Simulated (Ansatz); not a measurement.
ZnO:
Space group P6₃/mmc (No. 194); a = 2.9769 Å, b = 2.9769 Å, c = 5.1255 Å, α = 90.00°, β = 90.00°, γ = 120.00°

```json
[
 {"atom": "Zn", "site": "2a", "symmetry": "-3m.", "x": "0.0000", "y": "0.0000", "z": "0.0000"},
 {"atom": "O", "site": "2c", "symmetry": "-6m2", "x": "0.3333", "y": "0.6667", "z": "0.2500"}
]
```

Relaxed with r²SCAN. The program Ansatz at the r²SCAN level (PAW) gives a gap of 1.36 eV.

Problem. What gap does HSE06 give on the same cell (Ansatz, PAW)?

Solution. 2.50 eV, 1.14 eV more. The hybrid was solved on a coarser mesh and at special points; its gap is the smallest among all of these.

| k | v1 r²SCAN | c1 r²SCAN | v1 HSE06 | c1 HSE06 |
|---|---|---|---|---|
| Γ | 0.00 | 1.36 | 0.00 | 2.50 |
| A | -0.55 | 4.47 | ? | ? |
| K | -1.85 | 6.91 | ? | ? |
| H | -0.34 | 8.17 | ? | ? |
| M | -0.05 | 6.83 | ? | ? |
| L | -1.20 | 5.89 | -1.25 | 7.14 |

Problem. Top valence (v1) and lowest conduction level (c1) in eV from each method's valence maximum (which need not be a listed point): supply the withheld HSE06 values.

Solution. 
- K, v1 HSE06: -2.02
- K, c1 HSE06: 8.32
- H, v1 HSE06: -0.40
- H, c1 HSE06: 9.67
- A, v1 HSE06: -0.49
- A, c1 HSE06: 5.68
- M, v1 HSE06: -0.07
- M, c1 HSE06: 7.94

Cost on shared cores: the r²SCAN run (SCF on a 11×11×6 mesh, then bands and DOS) roughly 30 core-seconds, the HSE06 run (SCF on 8×8×4, then a few points) around 3 core-minutes (rough); the tasks are unlike.

Space group P6_3/mmc (NiAs type). The start of the workflow was typed in or built on a structure type; the Crystallography Open Database copy checked does not list it. It is not the phase usual at ambient conditions (space group No. 186). The cell was relaxed with r²SCAN under the symmetry of its start; its stability against distortions is not shown here.

Potentials: the later of the program's two PAW sets.
